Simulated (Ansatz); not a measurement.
Calculation for hcp Zr (0001), 4 layers: DFT, PBEsol, PAW with Ansatz's default frozen-core files, scalar-relativistic (Ansatz 0.2.0). This run: vacuum of 22 Å.

The slab is cut from a bulk crystal relaxed on PAW files (its atoms may have been relaxed since).

Command: `ansatz run input.yaml --threads 1 --pin off --max-ram 3584MiB --backend cpu --events-out ev --progress --plain --runs-dir out` It took 21 s on 1 thread of Arm Neoverse V1, with other jobs on the host, peak memory 0.49 GiB.

```yaml
crystal:
  lattice:
    - [3.1851568114, 0.0, 0.0]
    - [-1.5925784057, 2.7584267137, 0.0]
    - [0.0, 0.0, 29.4629]
  atoms:
    - { symbol: Zr, position: [0.8333333333, 0.1666666667, 0.3733502392] }
    - { symbol: Zr, position: [0.1666666667, 0.8333333333, 0.4550221327] }
    - { symbol: Zr, position: [0.8333333333, 0.1666666667, 0.5449778735] }
    - { symbol: Zr, position: [0.1666666667, 0.8333333333, 0.6266497608] }
kpoints:
  mp_grid: { grid: [15, 15, 1] }
scf:
  occupations: { method: fermi_dirac, width: 0.05 }
hamiltonian:
  xc: pbesol
  pseudopotentials: { kind: paw }
output:
  forces: true
  stress: true
  eigenvalues: true
efield:
  axis: 3
  amplitude: 0
  dipole_correction: true
```

Output:

```
Engine: ansatz 0.2.0
Pseudopotentials: kind: paw
Pseudopotential: Zr, paw, valence charge 12, recommended cutoff 420 eV (normal), Zr.paw.azcp
Functional definition: PBEsol
  exchange = pbesol_x
  correlation = pbesol_c
Crystal: 4 atoms, lattice volume = 258.862 Å³
Basis set: ecut = 420 eV, 5127 PW (Γ), exchange–correlation on 48×48×400 points (8 copies of the dense FFT grid, shifted against one another)
Bands: 29, of which v1, the nominal top of the filled ones, is band 24 counted from 1 (23 counted from 0)
Symmetry: 6 space group operations
k-points: 27 of 225 (time reversal used)
Non-local potential: Zr, projectors of the file, l = 0: 3, l = 1: 2, l = 2: 2, l = 3: 2
PAW form: soft (Blöchl's): semilocal exchange-correlation on the pseudo side does not see the compensation charge
PAW frozen core: Zr, regenerated for the run's functional, and the local potential with it (the file was generated under x = pbe(κ = 0.804, μ = 0.2195149727645171), c = pbe(β = 0.06672455060314922))
PAW one-centre angular grid: Zr, 590 points (default); XC on 64 Gauss nodes
Initial density: superposition of atomic densities (neutral atoms: chi_scale 0, normalization atom), corrected by the library's trained network
Initial wavefunctions: pseudopotential atomic-orbital guess
Functional: x = pbesol(κ = 0.804, μ = 0.12345679012345678), c = pbesol(β = 0.046)
SCF iter   1: F=—  HF=-16512.650813 eV  |F-HF|=—  |Δ(HF+E_count)|=         —  Δρ=6.28e-3  dr2=1.56e0  ethr=1.77e-3  p=-0.000 e·Å  D=-3.84e-10 V/Å  ΔV_dip=0.00 eV  dr2_dipole=3.58e-8  V_vac-E_F(+/−)=4.39/4.39 eV  ⟨swp⟩=7.1  Hψ=7995  notcnv=0  defer=2
efield: sawtooth ramp at fractional position 0.9500 (placed from the atoms, in the widest stretch of the axis that holds none; the zero of the levels goes with the place), width 0.1000; the density the first Hamiltonian is built on has a dipole p = -0.000 e·Å; the dipole correction subtracts the counter field D = -3.84e-10 V/Å, which shifts the + side's vacuum level by +0.00 eV against the − side's; the planar-averaged density in the ramp window peaks in size at 3.3e-6 e/Å³
automatic band count: the SCF goes on with 34 bands, as 29 were too few: the levels above may hold too much charge
preconditioner: auto → LDOS  [metal: Δε(μ)=0.051 eV  Ē_g=3.373 eV  σ=0.050 eV  W_gap=0.25  n_scr=18 (ndim 8)  ℏωp=9.2 eV  f_vac=0.586  D(μ)=5.58/eV (n_scr^D=18)  β→1.0]
SCF iter   2: F=—  HF=-16512.614922 eV  |F-HF|=—  |Δ(HF+E_count)|=   3.59e-2  Δρ=2.55e-3  dr2=1.89e-1  ethr=1.77e-3  p=0.000 e·Å  D=3.77e-5 V/Å  ΔV_dip=-0.00 eV  dr2_dipole=2.59e-7  V_vac-E_F(+/−)=4.26/4.26 eV  ⟨swp⟩=2.0  Hψ=1217  notcnv=0  defer=4
SCF iter   3: F=—  HF=-16512.609300 eV  |F-HF|=—  |Δ(HF+E_count)|=   5.62e-3  Δρ=5.24e-4  dr2=7.17e-3  ethr=3.93e-4  p=0.000 e·Å  D=1.99e-5 V/Å  ΔV_dip=-0.00 eV  dr2_dipole=2.29e-8  V_vac-E_F(+/−)=4.31/4.31 eV  ⟨swp⟩=2.0  Hψ=980  notcnv=0  defer=20
SCF iter   4: F=—  HF=-16512.609445 eV  |F-HF|=—  |Δ(HF+E_count)|=   1.45e-4  Δρ=1.53e-4  dr2=1.19e-4  ethr=1.49e-5  p=0.000 e·Å  D=1.10e-5 V/Å  ΔV_dip=-0.00 eV  dr2_dipole=1.53e-9  V_vac-E_F(+/−)=4.29/4.29 eV  ⟨swp⟩=1.4  Hψ=916  notcnv=0  defer=20
SCF iter   5: F=—  HF=-16512.609495 eV  |F-HF|=—  |Δ(HF+E_count)|=   5.01e-5  Δρ=4.45e-5  dr2=1.30e-5  ethr=2.48e-7  p=0.000 e·Å  D=5.73e-6 V/Å  ΔV_dip=-0.00 eV  dr2_dipole=2.82e-11  V_vac-E_F(+/−)=4.29/4.29 eV  ⟨swp⟩=2.0  Hψ=1163  notcnv=0  defer=20
SCF iter   6: F=—  HF=-16512.609268 eV  |F-HF|=—  |Δ(HF+E_count)|=   2.27e-4  Δρ=1.98e-5  dr2=2.31e-6  ethr=2.72e-8  p=0.000 e·Å  D=3.24e-6 V/Å  ΔV_dip=-0.00 eV  dr2_dipole=3.15e-11  V_vac-E_F(+/−)=4.29/4.29 eV  ⟨swp⟩=2.4  Hψ=1309  notcnv=0  defer=20
SCF iter   7: F=-16512.609269 eV  HF=-16512.609269 eV  |F-HF|=2.18e-7  |Δ(HF+E_count)|=   9.33e-7  Δρ=4.68e-6  dr2=6.14e-8  ethr=2.08e-10  p=0.000 e·Å  D=2.00e-6 V/Å  ΔV_dip=-0.00 eV  dr2_dipole=8.95e-12  V_vac-E_F(+/−)=4.29/4.29 eV  ⟨swp⟩=9.2  Hψ=4788  notcnv=0
SCF 1 converged in 7 iterations: F = -16512.609269 eV  dr2 = 6.14e-8
  greatest PAW one-centre occupation: 0.997 electrons in one spin orbital (limit 2), on the Zr atom at site 3 (counted from 0), in its partial waves of l = 0
SCF converged after 7 iterations
Free energy (F): -16512.609269 eV
Harris-Foulkes:  -16512.609269 eV  (|F-HF|=2.18e-7)
Internal energy: -16512.558355 eV  (E = F + TS)
E sigma→0 (E₀):  -16512.583812 eV
Entropy (-TS):   -0.050914 eV (-12.728 meV/atom)
Fermi energy:    2.305645 eV
Dipole field:    D = -0.000002 V/Å  (p = -0.000002 e·Å, saw-weighted, corrected)
Work function:   Φ+ = 4.2905 eV   Φ− = 4.2905 eV
Levels:          The Fermi level and band energies are counted from a zero that moves with the ramp; work functions are not
--- Per-component energies (eV) ---
  E_band       = -943.184865
  E_kinetic    = 1330.906640
  E_local      = -54209.512186  (includes V_loc(G=0)·N_el)
  E_nonlocal   = 331.148081
  E_hartree    = 26345.271301
  E_xc         = -639.454798
  E_vxc        = -758.258679  (∫ρ·V_xc dr)
  E_paw        = -11601.524897  (= ΣΔE_a)
  E_vpaw       = -328.020621  (= ΣTr[D̂ρ^β])
  E_aug_tail   = 0.000094  (compensation charges beyond the density's cutoff)
  E_efield     = 0.000000  (sawtooth field / dipole correction)
  E_vefield    = 0.000000  (∫n·V_field dr)
  E_ewald      = 21929.944528
  E_core_change = 0.662882  (= ΣΔE_core)
  E_smearing   = -0.050914  (= −TS)
  E_closure    = 0.000000  (closes the sum)
  Σ components = -16512.609269   (vs F -16512.609269, Δ=0.00e0)
--- Forces (eV/Å), atoms counted from 1 ---
  atom   1  Zr     0.00000000    -0.00000000    -0.00036223
  atom   2  Zr     0.00000000     0.00000000     0.00058963
  atom   3  Zr     0.00000000    -0.00000000    -0.00059247
  atom   4  Zr     0.00000000     0.00000000     0.00036305
  max |Σ_I F_I| component: 2.02e-6 eV/Å
--- Stress (GPa, compression-positive) ---
       -0.680933       0.000000      -0.000000
        0.000000      -0.680933       0.000000
        0.000000       0.000000       0.000573
  P = ⅓ Tr σ = -0.4538 GPa (-4.538 kbar)
--- Band table (eV; the first three rows and the last of 27) ---
  k-point 0: bands = ["-46.4964", "-46.4943", "-46.1489", "-46.0845", "-24.9523", "-24.8293", "-24.2123", "-24.1115", "-24.1115", "-24.1097", "-24.1097", "-23.8666", "-23.8033", "-23.8033", "-23.7480", "-23.7480", "-2.9932", "-2.1260", "-1.2117", "-0.8365", "1.9745", "2.3326", "2.9480", "3.0370", "3.0370", "3.1187", "3.1187", "3.2381", "3.2620", "3.2620", "3.6422", "3.6422", "3.7767", "5.0283"]
  k-point 1: bands = ["-46.4915", "-46.4895", "-46.1444", "-46.0811", "-24.9404", "-24.8232", "-24.2381", "-24.1533", "-24.1222", "-24.1206", "-24.1185", "-23.8695", "-23.8302", "-23.8117", "-23.7788", "-23.7540", "-2.8639", "-1.9992", "-1.0835", "-0.7098", "1.9011", "2.3167", "2.7142", "2.8590", "3.1008", "3.1091", "3.1345", "3.2306", "3.3346", "3.3555", "3.6076", "3.6681", "3.7351", "4.9056"]
  k-point 2: bands = ["-46.4778", "-46.4761", "-46.1316", "-46.0717", "-24.9067", "-24.8072", "-24.3227", "-24.2637", "-24.1502", "-24.1460", "-24.1433", "-23.9337", "-23.8596", "-23.8551", "-23.8351", "-23.7712", "-2.4953", "-1.6443", "-0.7285", "-0.3611", "1.6795", "2.1335", "2.2904", "2.5626", "2.8503", "2.9148", "3.2555", "3.3963", "3.4824", "3.5253", "3.6339", "3.6912", "3.9869", "4.6968"]
  k-point 26: bands = ["-46.3686", "-46.3686", "-46.0136", "-46.0136", "-24.7535", "-24.7535", "-24.7030", "-24.6870", "-24.6800", "-24.6800", "-24.3497", "-24.2317", "-24.2317", "-24.2288", "-23.9889", "-23.9889", "0.3175", "0.7264", "0.9079", "0.9079", "1.2311", "1.4783", "1.4783", "2.3977", "2.3977", "2.4195", "2.4996", "2.6011", "2.6011", "4.1960", "5.0683", "5.9474", "5.9474", "6.2944"]
```

Next run (core holes in 3d of Zr), as changes to the input before:

```diff
-    - [0.0, 0.0, 29.4629]
+    - [0.0, 0.0, 23.6722]
   atoms:
-    - { symbol: Zr, position: [0.8333333333, 0.1666666667, 0.3733502392] }
-    - { symbol: Zr, position: [0.1666666667, 0.8333333333, 0.4550221327] }
-    - { symbol: Zr, position: [0.8333333333, 0.1666666667, 0.5449778735] }
-    - { symbol: Zr, position: [0.1666666667, 0.8333333333, 0.6266497608] }
+    - { symbol: Zr, position: [0.8333333333, 0.1666666667, 0.3423691384] }
+    - { symbol: Zr, position: [0.1666666667, 0.8333333333, 0.4440196327] }
+    - { symbol: Zr, position: [0.8333333333, 0.1666666667, 0.5559803712] }
+    - { symbol: Zr, position: [0.1666666667, 0.8333333333, 0.6576308578] }
 kpoints:
   eigenvalues: true
-efield:
-  axis: 3
-  amplitude: 0
-  dipole_correction: true
+  core_levels:
+    shells: { Zr: ["3d"] }
+    counted_from: fermi_level
+    add_spin: false
```

Results part of the output:

```
SCF 1 converged in 7 iterations: F = -16512.609268 eV  dr2 = 7.27e-8
  greatest PAW one-centre occupation: 0.997 electrons in one spin orbital (limit 2), on the Zr atom at site 3 (counted from 0), in its partial waves of l = 0
── core hole 1/2: 3d of Zr 0 ──
── 3d of Zr 0: 177.999 eV over the cell without the hole, in 10 iterations ──
── core hole 2/2: 3d of Zr 1 ──
── 3d of Zr 1: 177.729 eV over the cell without the hole, in 11 iterations ──
SCF converged after 7 iterations
Free energy (F): -16512.609268 eV
Harris-Foulkes:  -16512.609268 eV  (|F-HF|=1.06e-7)
Internal energy: -16512.558354 eV  (E = F + TS)
E sigma→0 (E₀):  -16512.583811 eV
Entropy (-TS):   -0.050914 eV (-12.728 meV/atom)
Fermi energy:    3.919069 eV
--- Per-component energies (eV) ---
  E_band       = -865.740739
  E_kinetic    = 1330.907015
  E_local      = -34477.507247  (includes V_loc(G=0)·N_el)
  E_nonlocal   = 331.148200
  E_hartree    = 16517.996448
  E_xc         = -639.454900
  E_vxc        = -758.258811  (∫ρ·V_xc dr)
  E_paw        = -11601.524959  (= ΣΔE_a)
  E_vpaw       = -328.020670  (= ΣTr[D̂ρ^β])
  E_aug_tail   = 0.000094  (compensation charges beyond the density's cutoff)
[... lines left out ...]
  Σ components = -16512.609268   (vs F -16512.609268, Δ=0.00e0)
--- Forces (eV/Å), atoms counted from 1 ---
  atom   1  Zr    -0.00000000    -0.00000000    -0.00035723
  atom   2  Zr    -0.00000000     0.00000000     0.00055177
  atom   3  Zr    -0.00000000    -0.00000000    -0.00055177
  atom   4  Zr    -0.00000000     0.00000000     0.00035723
  max |Σ_I F_I| component: 2.78e-17 eV/Å
--- Stress (GPa, compression-positive) ---
       -0.847530      -0.000000      -0.000000
       -0.000000      -0.847530      -0.000000
       -0.000000       0.000000       0.000652
  P = ⅓ Tr σ = -0.5648 GPa (-5.648 kbar)
--- Band table (eV; the first three rows and the last of 27) ---
  k-point 0: bands = ["-44.8829", "-44.8809", "-44.5355", "-44.4710", "-23.3389", "-23.2158", "-22.5989", "-22.4981", "-22.4981", "-22.4962", "-22.4962", "-22.2532", "-22.1899", "-22.1899", "-22.1346", "-22.1346", "-1.3797", "-0.5125", "0.4017", "0.7769", "3.5879", "3.9461", "4.5614", "4.6504", "4.6504", "4.7321", "4.7321", "4.8515", "4.8754", "4.8754", "5.2556", "5.2556", "5.3901", "6.6417"]
  k-point 1: bands = ["-44.8781", "-44.8761", "-44.5310", "-44.4677", "-23.3270", "-23.2098", "-22.6247", "-22.5399", "-22.5087", "-22.5071", "-22.5051", "-22.2561", "-22.2168", "-22.1983", "-22.1654", "-22.1406", "-1.2504", "-0.3858", "0.5299", "0.9036", "3.5145", "3.9301", "4.3276", "4.4725", "4.7142", "4.7225", "4.7479", "4.8440", "4.9480", "4.9689", "5.2210", "5.2815", "5.3485", "6.5191"]
  k-point 2: bands = ["-44.8644", "-44.8627", "-44.5182", "-44.4583", "-23.2932", "-23.1938", "-22.7093", "-22.6502", "-22.5368", "-22.5326", "-22.5299", "-22.3202", "-22.2461", "-22.2417", "-22.2217", "-22.1578", "-0.8819", "-0.0309", "0.8849", "1.2523", "3.2930", "3.7469", "3.9038", "4.1760", "4.4637", "4.5282", "4.8690", "5.0097", "5.0958", "5.1387", "5.2473", "5.3046", "5.6004", "6.3103"]
  k-point 26: bands = ["-44.7552", "-44.7552", "-44.4002", "-44.4002", "-23.1401", "-23.1401", "-23.0896", "-23.0736", "-23.0666", "-23.0666", "-22.7362", "-22.6182", "-22.6182", "-22.6153", "-22.3755", "-22.3755", "1.9309", "2.3399", "2.5213", "2.5213", "2.8446", "3.0917", "3.0917", "4.0111", "4.0111", "4.0330", "4.1130", "4.2145", "4.2145", "5.8094", "6.6817", "7.5608", "7.5608", "7.9078"]
--- Core levels from the Fermi level (as output.core_levels.counted_from types it; a hole's nearest image at 3.2 Å) ---
  the holes have no spin, as output.core_levels.add_spin types it
  atom         alike  shell      binding/eV   shift/eV difference/eV images/eV   SCF
  Zr 0             2     3d         177.999     +0.000       177.999         –    10
  Zr 1             2     3d         177.729     -0.270       177.729         –    11
  the dataset of Zr with a 3d hole: scattering error 0.000 eV; free atom: scalar-relativistic, large and small components
  the two lines of Zr's 3d: 3d3/2 +1.430 eV and 3d5/2 -0.953 eV off its levels, 2 : 3 in strength
```

The PAW files were made under PBE.
